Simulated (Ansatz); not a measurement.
# VBrO (Pmmn)

All numbers are calculated (PBEsol+U, U = 4.0 eV, J = 0.5 eV (Liechtenstein form) on V d, fully localised double counting, collinear spin, scalar-relativistic, 420 eV, PAW set soft_2 (made for PBE), 6×5×3 mesh, Gaussian smearing of 0.05 eV) with the plane-wave PAW code Ansatz.

```xyz
6
Lattice="3.3800 0.0000 0.0000 0.0000 3.7750 0.0000 0.0000 0.0000 8.4250" Properties=species:S:1:pos:R:3 pbc="T T T"
V     1.6900    1.8875    0.8762
V     0.0000    0.0000    7.5488
Br    0.0000    1.8875    2.7634
Br    1.6900    0.0000    5.6616
O     0.0000    1.8875    8.1133
O     1.6900    0.0000    0.3117
```

The structure is that of a cell as deposited in COD, unrelaxed.

Cell and atoms stay fixed. Atoms count from 1 in the text and from 0 in parts of the program's output.

Two runs on this cell converged from different starts. The ends of their outputs, energies left out (λ are the eigenvalues of a shell's occupation matrix):

Run A:

```
Magnetization: 2.0000 μB (27.0000 up, 25.0000 down)
Absolute magnetization: 3.2881 μB (∫|ρ↑−ρ↓|, with the PAW one-centre terms)
Per-site moments (μB) at R_I (Å): [(0.00935, 0.81267), (1.49840, 0.81267), (0.00497, 1.04499), (-0.01001, 1.04499), (0.00253, 0.81267), (-0.00085, 0.81267)]
Fermi energy:    7.140426 eV
--- Forces (eV/Å), atoms counted from 1 ---
  atom   1  V     -0.00000197    -0.00015686     0.60403735
  atom   2  V      0.00000331     0.00006388    -0.57561323
  atom   3  Br     0.00000130     0.00000618    -0.17848891
  atom   4  Br     0.00000587     0.00000752     0.14567895
  atom   5  O     -0.00000621    -0.00001338    -0.21450567
  atom   6  O     -0.00000823     0.00006966     0.21897850
--- Stress (GPa, compression-positive) ---
        2.610752       0.153785      -0.000044
        0.153913       1.281446      -0.000062
       -0.000050      -0.000054       1.099036
  P = ⅓ Tr σ = 1.6637 GPa (16.637 kbar)
--- Löwdin populations: 6 sites ---
  site symbol       q [e]    m [muB]
     0      V     11.7908     0.0182
     1      V     11.7744     1.9687
     2     Br      7.2877     0.0087
     3     Br      7.2922    -0.0095
     4      O      6.8098     0.0009
     5      O      6.8059    -0.0024
--- Occupation matrices: 2 shells (run DFT+U table (all-electron-ortho-atomic); ε = 2.00e-2, under-converged) ---
  V0 d_3D up     Tr n = 1.6710  λ = 0.072 0.126 0.240 0.244 0.990
  V0 d_3D dn     Tr n = 1.6580  λ = 0.072 0.121 0.236 0.239 0.990
  V1 d_3D up     Tr n = 2.6337  λ = 0.141 0.248 0.260 0.990 0.994
  V1 d_3D dn     Tr n = 0.6798  λ = 0.064 0.066 0.111 0.217 0.222
```

Run B:

```
Magnetization: 0.0000 μB (26.0000 up, 26.0000 down)
Absolute magnetization: 4.0430 μB (∫|ρ↑−ρ↓|, with the PAW one-centre terms)
Per-site moments (μB) at R_I (Å): [(1.48543, 0.81267), (-1.48543, 0.81267), (-0.00872, 1.04499), (0.00872, 1.04499), (0.00438, 0.81267), (-0.00438, 0.81267)]
Fermi energy:    7.159858 eV
--- Forces (eV/Å), atoms counted from 1 ---
  atom   1  V      0.00000000     0.00000000     0.53613533
  atom   2  V      0.00000000     0.00000000    -0.53612153
  atom   3  Br     0.00000000     0.00000000    -0.14160024
  atom   4  Br     0.00000000     0.00000000     0.14160771
  atom   5  O      0.00000000     0.00000000    -0.06026857
  atom   6  O      0.00000000     0.00000000     0.06027334
--- Stress (GPa, compression-positive) ---
        2.829395       0.000000       0.000000
        0.000000       2.027256       0.000000
        0.000000       0.000000       0.989207
  P = ⅓ Tr σ = 1.9486 GPa (19.486 kbar)
--- Löwdin populations: 6 sites ---
  site symbol       q [e]    m [muB]
     0      V     11.7734     1.9471
     1      V     11.7734    -1.9471
     2     Br      7.2934    -0.0078
     3     Br      7.2934     0.0078
     4      O      6.8131     0.0049
     5      O      6.8131    -0.0049
--- Occupation matrices: 2 shells (run DFT+U table (all-electron-ortho-atomic); ε = 6.19e-4) ---
  V0 d_3D up     Tr n = 2.6239  λ = 0.135 0.249 0.256 0.991 0.993
  V0 d_3D dn     Tr n = 0.6878  λ = 0.065 0.065 0.113 0.217 0.227
  V1 d_3D up     Tr n = 0.6878  λ = 0.065 0.065 0.113 0.217 0.227
  V1 d_3D dn     Tr n = 2.6239  λ = 0.135 0.249 0.256 0.991 0.993
```

Problem. Which run lies higher in energy, by how much, and why?

Solution. Run A, by 71.4 meV/atom. Run A has a gap of 1.60 eV and a whole-number cell moment of 2 μB, as a collinear insulator must have; run B has 2 d electrons in filled orbitals, 2 of them unpaired, the high-spin filling, a gap of 1.65 eV. Run A kept 1 symmetry operations, run B 4. Flag on run A: occupations loosely converged. On V1, N↑ − N↓ is 0.01 in size in run A against 1.94 in run B: with fewer parallel spins, run A lacks part of the exchange energy behind Hund's first rule. The Hubbard term of the energy is 3.43 eV per cell in run B and 3.40 eV in run A. The two differ by 0.03 eV, within U times the program's tolerance on the occupations (0.02), so the Hubbard term itself makes little of the difference of 0.43 eV per cell, though U shapes both states.

Every start opposed the V moments, so their parallel order wasn't tried.

In the lower state the fixed cell carries a pressure of 1.9 GPa and forces up to 0.54 eV/Å; relaxing would change energies and could change the order of close states.

Run A started from: random orbitals: pairs of harmonics, lower spin (1+1 electrons), moments V1 0.30; V2 -0.30 μB, occupations held for 5 iterations. Run B started from atoms, symmetry kept, no search, moments V1 2.00; V2 -2.00 μB. At this level the cell was started in 11 ways. Run B holds the lowest state found for this cell, which doesn't make it the ground state. U wasn't fitted or computed for this material, so the results show what this U gives and needn't match the real solid. The program marks an occupation table as loosely converged. Gaps are Kohn–Sham gaps over the k-mesh alone and may be smaller between its points.
